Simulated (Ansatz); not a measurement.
ScIn3:
```yaml
crystal:
  lattice:
    - [4.49444, 0.00000, 0.00000]
    - [0.00000, 4.49444, 0.00000]
    - [0.00000, 0.00000, 4.49444]
  atoms:
    - { symbol: In, position: [0.00000, 0.50000, 0.50000] }
    - { symbol: In, position: [0.50000, 0.00000, 0.50000] }
    - { symbol: In, position: [0.50000, 0.50000, 0.00000] }
    - { symbol: Sc, position: [0.00000, 0.00000, 0.00000] }
```

Relaxed with r²SCAN.

Problem. Map the valence electron density (e/Å³), cut off at 3 on the plane through (0.000, 0.500, 0.500) spanned by u = [1, 1, 0] and v = [1, 0, 1] in lattice vectors, from the program Ansatz at the r²SCAN level (PAW).

Solution. x is the fraction of u, y of v (the angle between them is 60°; rows are the nearest grid lines); atoms in the plane: In at (0.00, 0.00), In at (0.50, 0.00), In at (0.00, 0.50), Sc at (0.50, 0.50).
```
|999941000001499999994100000149999|
|999962000000269999996200000026999|
|999962100000012699996210000001269|
|467642100000001246764200000000024|
|001110000000000000111000000000000|
|000000000000000000000000000000000|
|000000000000000000000000000000000|
|000000000000000000000000000001000|
|100000000000122100000000000122221|
|962100000002599995200000001269999|
|997210000002699999620000001279999|
|999620000001599999951000000269999|
|999962000000159999995100000026999|
|999972100000026999996200000012799|
|999962100000002599995200000001269|
|122221000000000001221000000000001|
|000100000000000000000000000000000|
|000000000000000000000000000000000|
|000000000000000000000000000000000|
|000000000000111000000000000011100|
|420000000002467642100000001246764|
|962100000012699996210000001269999|
|999620000002699999962000000269999|
|999941000001499999994100000149999|
```
Scale: ten equal steps from 0.119 (start of '0') to 3.00 (end of '9'), in the order '0123456789'; x runs from 0.000 to 1.00, y from 0.000 (bottom) to 1.00 (top).

The density is the valence pseudo-density with augmentation charge, so density and ELF within about 1 Å of a nucleus are not all-electron values.

Space group Pm-3m (Cu3Au type). The workflow started from an entry of the Crystallography Open Database (COD). Whether it is the stable phase at ambient conditions was not checked. Symmetry was held in the r²SCAN relaxation; its stability against distortions is not shown here. The run is not spin-polarised.

Potentials: the later of the program's two PAW sets.
